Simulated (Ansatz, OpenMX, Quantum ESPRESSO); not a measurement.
# Ru: programs and potentials compared

```
CELL_PARAMETERS angstrom
2.70580 0.00000 0.00000
-1.35290 2.34329 0.00000
0.00000 0.00000 27.84570
ATOMIC_POSITIONS crystal
Ru 0.66667 0.33333 0.26934
Ru 0.33333 0.66667 0.34623
Ru 0.66667 0.33333 0.42311
Ru 0.33333 0.66667 0.50000
Ru 0.66667 0.33333 0.57689
Ru 0.33333 0.66667 0.65377
Ru 0.66667 0.33333 0.73066
```

Alike in all runs: functional PBE; k mesh 11 × 11 × 1; occupations fermi-dirac, width 0.05 eV; no spin polarisation; no spin-orbit coupling.

```tsv
program and potentials	plane-wave cutoff (eV)	notes	largest force (eV/Å)
Ansatz, Ansatz PAW	420	16 valence electrons an atom on average	?
OpenMX, OpenMX 2013 PBE set, Ru7.0-s3p2d2, grid cutoff 400 Ry	-	atomic basis; 14 valence electrons an atom on average	0.642
Quantum ESPRESSO, PseudoDojo 0.4.1 SR PBE standard	1143	16 valence electrons an atom on average	0.718
```

Task: Estimate from the other rows what the run with Ansatz, Ansatz PAW gave.

Result: Largest force 0.714 eV/Å. The other rows, which needn't bracket it: largest force 0.642 to 0.718.
